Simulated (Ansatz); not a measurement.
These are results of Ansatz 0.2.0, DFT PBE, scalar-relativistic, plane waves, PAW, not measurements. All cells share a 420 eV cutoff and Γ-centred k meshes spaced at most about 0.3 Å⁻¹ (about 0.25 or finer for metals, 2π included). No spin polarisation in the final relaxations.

Temperature and zero-point effects are left out. All come from trial cells, and lower structures may exist.

Task: Which of these relaxed structures of AlAs5 is the lowest in energy?
A.

```xyz
6
Lattice="-2.8754 2.8754 3.8881 2.8754 -2.8754 3.8881 2.8754 2.8754 -3.8881" Properties=species:S:1:pos:R:3 pbc="T T T"
Al    0.0000    0.0000    3.8881
As    1.4377    1.4377    1.9440
As    1.4377    1.4377   -1.9440
As   -1.4377    1.4377    1.9440
As    1.4377   -1.4377    1.9440
As    0.0000    0.0000    0.0000
```

B.

```xyz
6
Lattice="5.3638 0.0000 0.0000 -2.6819 4.6452 0.0000 0.0000 0.0000 5.1392" Properties=species:S:1:pos:R:3 pbc="T T T"
Al    0.0000    0.0000    0.0000
As    0.0000    3.0968    0.0000
As    2.6819    1.5484    0.0000
As    2.6819    0.0000    2.5696
As    1.3409    2.3226    2.5696
As   -1.3409    2.3226    2.5696
```

C.

```xyz
6
Lattice="0.0000 3.9341 3.9341 3.9341 0.0000 3.9341 3.9341 3.9341 0.0000" Properties=species:S:1:pos:R:3 pbc="T T T"
Al    0.0000    0.0000    0.0000
As    5.9011    5.9011    5.9011
As    4.9167    4.9167    2.9515
As    4.9167    2.9515    4.9167
As    2.9515    2.9515    2.9515
As    2.9515    4.9167    4.9167
```

D.

```xyz
6
Lattice="5.1665 0.0000 0.0000 -2.5833 4.4744 0.0000 0.0000 0.0000 5.0854" Properties=species:S:1:pos:R:3 pbc="T T T"
Al    0.0000    0.0000    2.5427
As   -0.7406    1.2827    0.0000
As    1.8427    3.1916    0.0000
As    1.4812    0.0000    0.0000
As    2.5833    1.4915    2.5427
As    0.0000    2.9829    2.5427
```

Result: A. It has space group I4/mmm (No. 139); the next, D, with Al and As ordered on hcp sites, space group P-62m (No. 189), lies 79 meV/atom higher. Counting As atoms around Al (those within 1.25 times the shortest such distance or 1.15 times the sum of covalent radii; the shortest distance is added where it is long for a bond), the lowest has Al 8 and the next has Al 12 from 2.9 Å. The next holds As–As units of three or more atoms (shortest 2.57 Å); in the lowest the shortest As–As distance is 2.81 Å, near bonding range too. Even the lowest lies +0.25 eV/atom against the elements.

Cells relaxed within their symmetry can be saddle points. Some types were kept out of the candidates beforehand, so the set may lack a known form.
